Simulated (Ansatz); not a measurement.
**Sc (Fm-3m), two-dimensional strain map**

Theory: Ansatz 0.2.0, DFT r2SCAN, scalar-relativistic, plane waves, PAW. Settings: plane waves to 500 eV, k-mesh 18×18×18 (Γ-centred), Gaussian smearing 0.15 eV. No spin polarisation. Energies are free energies at this smearing, counted from the undisturbed cell; pressure is positive in compression.

The undisturbed cell (as given, not relaxed at this level; it stands at 4.1 GPa; this fcc form isn't the usual structure):

```xyz
1
Lattice="0.0000 2.2705 2.2705 2.2705 0.0000 2.2705 2.2705 2.2705 0.0000" Properties=species:S:1:pos:R:3 pbc="T T T"
Sc    0.0000    0.0000    0.0000
```

The cell is strained by p along both x and y and by q along z, fractional coordinates fixed. Points are written (p, q).

p was sampled at -0.050, -0.025, 0.000, 0.025, 0.050 and q at -0.050, -0.025, 0.000, 0.025, 0.050.

Question: Where on the computed points is the energy highest, and how high?

Answer: At (-0.050, -0.050): 197.3 meV/atom.

Question: Away from (0, 0), which computed point is lowest?

Answer: (0.025, 0.025): -20.7 meV/atom.

The map, in meV/atom:

```csv
p \ q,-0.050,-0.025,0.000,0.025,0.050
-0.050,197.3,148.9,108.6,75.9,50.5
-0.025,106.6,70.3,41.6,19.9,5.0
0.000,43.3,18.2,0.0,-11.6,-16.9
0.025,4.5,-10.2,-18.5,-20.7,-17.2
0.050,-12.3,-17.0,-16.0,-9.4,2.5
```